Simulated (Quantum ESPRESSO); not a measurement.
Al2GeZnO6, finding a planted mistake in a log

A calculation, not a measurement. The program is pw.x of Quantum ESPRESSO 7.5 (plane-wave density functional theory). The cell is made up: 10 atoms on a corundum lattice, with randomly drawn elements, strain and displacements, not relaxed. PseudoDojo standard norm-conserving files (v0.5 for PBE, v0.4.1 for LDA and PBEsol) set the functional; there is no spin polarisation, spin-orbit coupling or dispersion term, and the masses in the input are unused placeholders.

Intended input:

```
&control calculation='scf', pseudo_dir='./dojo.nc.sr.pbe.v0_5.standard.upf', outdir='./o', disk_io='medium', tprnfor=.true., tstress=.true. /
&system ibrav=0, nat=10, ntyp=4, nbnd=44, ecutwfc=84.00895049, nosym=.true., tot_charge=0,
 occupations='smearing', smearing='fd', degauss=0.0018374661
/
&electrons conv_thr=7.350e-09, electron_maxstep=60, /
ATOMIC_SPECIES
Al 1.0 Al.upf
Ge 1.0 Ge.upf
O 1.0 O.upf
Zn 1.0 Zn.upf
CELL_PARAMETERS angstrom
2.431 1.4036 4.4064
-2.431 1.4036 4.4064
0.0 -2.8071 4.4064
ATOMIC_POSITIONS angstrom
Al -0.142 -0.0491 4.6267
Al 0.0196 -0.0124 1.9665
Ge -0.0472 -0.0843 8.3726
Zn 0.0504 -0.051 11.2515
O -0.8095 1.4373 7.7117
O -0.8627 -1.4954 7.6225
O 1.6471 0.0689 7.6123
O 0.933 -1.2015 5.4715
O 0.7708 1.6641 5.4157
O -1.6595 -0.1869 5.6062
K_POINTS automatic
5 5 5 1 1 1
```

The log is shortened where brackets say so; the opening notice, blank lines, dates and the lines on written files are dropped, and the path of the files is cut. It prints rydbergs, bohrs and kilobars, and counts compression as positive stress. Where no state is partly filled, the Fermi energy that it prints is only some level between the filled and the empty states on the mesh, and need not lie in the true gap.

Log of the intended run:

```
     Program PWSCF v.7.5
     Parallel version (MPI & OpenMP), running on       1 processor cores
     Number of MPI processes:                 1
     Threads/MPI process:                     1
     [start-up lines left out]
     bravais-lattice index     =            0
     lattice parameter (alat)  =       9.8730  a.u.
     unit-cell volume          =     608.7651 (a.u.)^3
     number of atoms/cell      =           10
     number of atomic types    =            4
     number of electrons       =        76.00
     number of Kohn-Sham states=           44
     kinetic-energy cutoff     =      84.0090  Ry
     charge density cutoff     =     336.0358  Ry
     scf convergence threshold =      7.3E-09
     mixing beta               =       0.7000
     number of iterations used =            8  plain     mixing
     Exchange-correlation= PBE
                           (   1   4   3   4   0   0   0)
     [axes and pseudopotential details left out]
   Cartesian axes
     site n.     atom                  positions (alat units)
         1        Al     tau(   1) = (  -0.0271792  -0.0093979   0.8855644  )
         2        Al     tau(   2) = (   0.0037515  -0.0023734   0.3763940  )
         3        Ge     tau(   3) = (  -0.0090342  -0.0161353   1.6025409  )
         4        Zn     tau(   4) = (   0.0096467  -0.0097616   2.1535711  )
         5        O      tau(   5) = (  -0.1549407   0.2751036   1.4760427  )
         6        O      tau(   6) = (  -0.1651234  -0.2862241   1.4589695  )
         7        O      tau(   7) = (   0.3152599   0.0131877   1.4570172  )
         8        O      tau(   8) = (   0.1785790  -0.2299707   1.0472616  )
         9        O      tau(   9) = (   0.1475334   0.3185138   1.0365813  )
        10        O      tau(  10) = (  -0.3176333  -0.0357732   1.0730436  )
     number of k points=    63  Fermi-Dirac smearing, width (Ry)=  0.0018
                       cart. coord. in units 2pi/alat
        k(    1) = (   0.0000000   0.0000000   0.1185679), wk =   0.0320000
        k(    2) = (   0.0000000  -0.2481572   0.1976151), wk =   0.0320000
     [further k points left out]
     Dense  grid:    63355 G-vectors     FFT dimensions: (  60,  60,  60)
     Estimated max dynamical RAM per process >      98.01 MB
     Initial potential from superposition of free atoms
     starting charge      75.9941, renormalised to      76.0000
     Starting wfcs are   51 randomized atomic wfcs
     total cpu time spent up to now is       10.5 secs
     per-process dynamical memory:    77.6 Mb
     Self-consistent Calculation
     iteration #  1     ecut=    84.01 Ry     beta= 0.70
     Davidson diagonalization with overlap
     ethr =  1.00E-02,  avg # of iterations =  3.0
     total cpu time spent up to now is       42.1 secs
     total energy              =    -803.90906306 Ry
     estimated scf accuracy    <       2.14534785 Ry
     iteration #  2     ecut=    84.01 Ry     beta= 0.70
     Davidson diagonalization with overlap
     ethr =  2.82E-03,  avg # of iterations =  2.1
     total cpu time spent up to now is       69.3 secs
     total energy              =    -804.53288253 Ry
     estimated scf accuracy    <       1.72059935 Ry
     [iterations 3 to 9 left out]
     iteration # 10     ecut=    84.01 Ry     beta= 0.70
     Davidson diagonalization with overlap
     ethr =  8.30E-10,  avg # of iterations =  2.0
     total cpu time spent up to now is      285.3 secs
     total energy              =    -804.85169219 Ry
     estimated scf accuracy    <       0.00000009 Ry
     iteration # 11     ecut=    84.01 Ry     beta= 0.70
     Davidson diagonalization with overlap
     ethr =  1.20E-10,  avg # of iterations =  2.0
     total cpu time spent up to now is      312.9 secs
     End of self-consistent calculation
     [lines on levels left out]
     the Fermi energy is    12.2019 ev
!    total energy              =    -804.85169221 Ry
     estimated scf accuracy    <          6.0E-09 Ry
     smearing contrib. (-TS)   =       0.00000000 Ry
     internal energy E=F+TS    =    -804.85169221 Ry
     The total energy is F=E-TS. E is the sum of the following terms:
     one-electron contribution =    -496.70979089 Ry
     hartree contribution      =     299.36910850 Ry
     xc contribution           =    -144.40549353 Ry
     ewald contribution        =    -463.10551629 Ry
     convergence has been achieved in  11 iterations
     Forces acting on atoms (cartesian axes, Ry/au):
     atom    1 type  1   force =     0.03603693    0.02470044    0.03705744
     atom    2 type  1   force =     0.00426993    0.00254161   -0.07134345
     atom    3 type  2   force =     0.01862568    0.04906004    0.10163850
     atom    4 type  4   force =    -0.13892768    0.03047209   -0.07189817
     atom    5 type  3   force =    -0.15120954   -0.10873519    0.03282471
     atom    6 type  3   force =     0.26436056   -0.06727707    0.13915584
     atom    7 type  3   force =    -0.02983928    0.13830274    0.06015629
     atom    8 type  3   force =    -0.04791354   -0.09995883   -0.03844637
     atom    9 type  3   force =     0.00082867   -0.13053949   -0.09204325
     atom   10 type  3   force =     0.04376827    0.16143366   -0.09710156
     Total force =     0.526063     Total SCF correction =     0.000178
     Computing stress (Cartesian axis) and pressure
          total   stress  (Ry/bohr**3)                   (kbar)     P=      188.37
   0.00143807   0.00016900   0.00012431          211.55       24.86       18.29
   0.00016900   0.00119949  -0.00011504           24.86      176.45      -16.92
   0.00012431  -0.00011504   0.00120389           18.29      -16.92      177.10
     init_run     :     10.27s CPU     10.40s WALL (       1 calls)
     electrons    :    292.07s CPU    302.47s WALL (       1 calls)
     forces       :      5.36s CPU      5.52s WALL (       1 calls)
     stress       :     18.45s CPU     18.80s WALL (       1 calls)
     [timing details left out]
     PWSCF        :   5m26.34s CPU   5m37.60s WALL
     JOB DONE.
```

A second run was made from an input with one planted mistake. Its log:

```
     Program PWSCF v.7.5
     Parallel version (MPI & OpenMP), running on       1 processor cores
     Number of MPI processes:                 1
     Threads/MPI process:                     1
     [start-up lines left out]
     bravais-lattice index     =            0
     lattice parameter (alat)  =       9.8730  a.u.
     unit-cell volume          =     608.7651 (a.u.)^3
     number of atoms/cell      =           10
     number of atomic types    =            4
     number of electrons       =        76.00
     number of Kohn-Sham states=           44
     kinetic-energy cutoff     =      59.7544  Ry
     charge density cutoff     =     239.0176  Ry
     scf convergence threshold =      7.3E-09
     mixing beta               =       0.7000
     number of iterations used =            8  plain     mixing
     Exchange-correlation= PBE
                           (   1   4   3   4   0   0   0)
     [axes and pseudopotential details left out]
   Cartesian axes
     site n.     atom                  positions (alat units)
         1        Al     tau(   1) = (  -0.0271792  -0.0093979   0.8855644  )
         2        Al     tau(   2) = (   0.0037515  -0.0023734   0.3763940  )
         3        Ge     tau(   3) = (  -0.0090342  -0.0161353   1.6025409  )
         4        Zn     tau(   4) = (   0.0096467  -0.0097616   2.1535711  )
         5        O      tau(   5) = (  -0.1549407   0.2751036   1.4760427  )
         6        O      tau(   6) = (  -0.1651234  -0.2862241   1.4589695  )
         7        O      tau(   7) = (   0.3152599   0.0131877   1.4570172  )
         8        O      tau(   8) = (   0.1785790  -0.2299707   1.0472616  )
         9        O      tau(   9) = (   0.1475334   0.3185138   1.0365813  )
        10        O      tau(  10) = (  -0.3176333  -0.0357732   1.0730436  )
     number of k points=    63  Fermi-Dirac smearing, width (Ry)=  0.0018
                       cart. coord. in units 2pi/alat
        k(    1) = (   0.0000000   0.0000000   0.1185679), wk =   0.0320000
        k(    2) = (   0.0000000  -0.2481572   0.1976151), wk =   0.0320000
     [further k points left out]
     Dense  grid:    37973 G-vectors     FFT dimensions: (  50,  50,  50)
     Estimated max dynamical RAM per process >      60.08 MB
     Check: negative core charge=   -0.000041
     Initial potential from superposition of free atoms
     starting charge      75.9941, renormalised to      76.0000
     Starting wfcs are   51 randomized atomic wfcs
     total cpu time spent up to now is        9.1 secs
     per-process dynamical memory:    39.8 Mb
     Self-consistent Calculation
     iteration #  1     ecut=    59.75 Ry     beta= 0.70
     Davidson diagonalization with overlap
     ethr =  1.00E-02,  avg # of iterations =  3.0
     total cpu time spent up to now is       34.0 secs
     total energy              =    -803.76592287 Ry
     estimated scf accuracy    <       2.10528974 Ry
     iteration #  2     ecut=    59.75 Ry     beta= 0.70
     Davidson diagonalization with overlap
     ethr =  2.77E-03,  avg # of iterations =  2.1
     total cpu time spent up to now is       63.8 secs
     total energy              =    -804.37539366 Ry
     estimated scf accuracy    <       1.67042859 Ry
     [iterations 3 to 9 left out]
     iteration # 10     ecut=    59.75 Ry     beta= 0.70
     Davidson diagonalization with overlap
     ethr =  6.50E-10,  avg # of iterations =  2.0
     total cpu time spent up to now is      256.5 secs
     total energy              =    -804.68648162 Ry
     estimated scf accuracy    <       0.00000009 Ry
     iteration # 11     ecut=    59.75 Ry     beta= 0.70
     Davidson diagonalization with overlap
     ethr =  1.12E-10,  avg # of iterations =  2.0
     total cpu time spent up to now is      281.3 secs
     End of self-consistent calculation
     [lines on levels left out]
     the Fermi energy is    12.1837 ev
!    total energy              =    -804.68648164 Ry
     estimated scf accuracy    <          4.8E-09 Ry
     smearing contrib. (-TS)   =       0.00000000 Ry
     internal energy E=F+TS    =    -804.68648164 Ry
     The total energy is F=E-TS. E is the sum of the following terms:
     one-electron contribution =    -496.17309559 Ry
     hartree contribution      =     298.91627024 Ry
     xc contribution           =    -144.32413999 Ry
     ewald contribution        =    -463.10551630 Ry
     convergence has been achieved in  11 iterations
     Forces acting on atoms (cartesian axes, Ry/au):
     atom    1 type  1   force =     0.03606730    0.02465698    0.03719631
     atom    2 type  1   force =     0.00443935    0.00254862   -0.07142783
     atom    3 type  2   force =     0.01707340    0.04978968    0.10066191
     atom    4 type  4   force =    -0.13861817    0.02868911   -0.06913776
     atom    5 type  3   force =    -0.15085474   -0.10842845    0.03282974
     atom    6 type  3   force =     0.26285589   -0.06606119    0.13849228
     atom    7 type  3   force =    -0.03008276    0.13890924    0.05983077
     atom    8 type  3   force =    -0.04713303   -0.09965783   -0.03885388
     atom    9 type  3   force =     0.00248414   -0.13255699   -0.09165698
     atom   10 type  3   force =     0.04376860    0.16211082   -0.09793455
     Total force =     0.524957     Total SCF correction =     0.000165
     Computing stress (Cartesian axis) and pressure
          total   stress  (Ry/bohr**3)                   (kbar)     P=     -182.43
  -0.00107590   0.00016111   0.00013164         -158.27       23.70       19.37
   0.00016111  -0.00132332  -0.00011102           23.70     -194.67      -16.33
   0.00013164  -0.00011102  -0.00132117           19.37      -16.33     -194.35
     init_run     :      8.17s CPU      9.00s WALL (       1 calls)
     electrons    :    261.64s CPU    272.15s WALL (       1 calls)
     forces       :      3.98s CPU      4.05s WALL (       1 calls)
     stress       :     12.17s CPU     12.37s WALL (       1 calls)
     [timing details left out]
     PWSCF        :   4m46.22s CPU   4m58.22s WALL
     JOB DONE.
```

Question: what was wrong in the second input?

Answer: the plane-wave cutoff is too low. The input lines that differ, file-writing options aside:

```
- &system ibrav=0, nat=10, ntyp=4, nbnd=44, ecutwfc=84.00895049, nosym=.true., tot_charge=0,
+ &system ibrav=0, nat=10, ntyp=4, nbnd=44, ecutwfc=59.75439786, nosym=.true., tot_charge=0,
```

|  | intended run | run with the mistake |
| --- | --- | --- |
| free energy (eV) | -10950.565 | -10948.317 |
| smearing term -TS (eV) | 0.0000 | 0.0000 |
| pressure (GPa) | 18.84 | -18.24 |
| largest force component (eV/Å) | 6.797 | 6.758 |
| largest change of a force component (eV/Å) |  | 0.071 |
| iterations | 11 | 11 |

For scale, a rerun of the intended cell at a cutoff of 1437 eV and k mesh 7 x 7 x 7 moved values by no more than 0.003 eV in energy, 0.04 GPa in stress and 0.002 eV/Å in force.